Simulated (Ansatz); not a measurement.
The relaxed structure here is a generated cell of TiOs: the first start was made by placing the elements on the sites of a structure type, and the end was not matched to a known phase here, so it may be hypothetical.

A relaxed cell of TiOs (P6₃mc (No. 186)), relaxed on a k-mesh at least as fine as the one used below. All values below come from PBEsol (plane waves to 420 eV, PAW, scalar-relativistic; Ansatz, a quantum-chemistry and plane-wave program). Γ-centred k-mesh 13×13×4 on the run's cell (coarser than for final values), Fermi–Dirac smearing 0.05 eV.

```yaml
crystal:
  lattice:
    - [2.80901, 0.00000, 0.00000]
    - [-1.40451, 2.43268, 0.00000]
    - [0.00000, 0.00000, 8.92118]
  atoms:
    - { symbol: Ti, position: [0.33333, 0.66667, 0.05285] }
    - { symbol: Ti, position: [0.66667, 0.33333, 0.55285] }
    - { symbol: Os, position: [0.33333, 0.66667, 0.32195] }
    - { symbol: Os, position: [0.66667, 0.33333, 0.82195] }
```

The atoms are displaced along an unstable phonon of this cell by (Å):

| atom | ux | uy | uz |
|---|---|---|---|
| Ti1 | 0.000 | -0.150 | 0.000 |
| Ti2 | 0.000 | 0.150 | 0.000 |
| Os3 | 0.000 | 0.042 | 0.000 |
| Os4 | 0.000 | -0.042 | 0.000 |

Q: What forces (eV/Å) and pressure result?

A: 
| atom | Fx | Fy | Fz |
|---|---|---|---|
| Ti1 | 0.00 | -0.27 | 0.12 |
| Ti2 | 0.00 | 0.27 | 0.12 |
| Os3 | 0.00 | 0.26 | -0.12 |
| Os4 | 0.00 | -0.26 | -0.12 |

Pressure -0.1 GPa.

The undisplaced cell is probably no minimum: from this displacement the run went on to Cmcm (No. 63), 0.39 eV/atom below it.

No spin polarisation in the result.
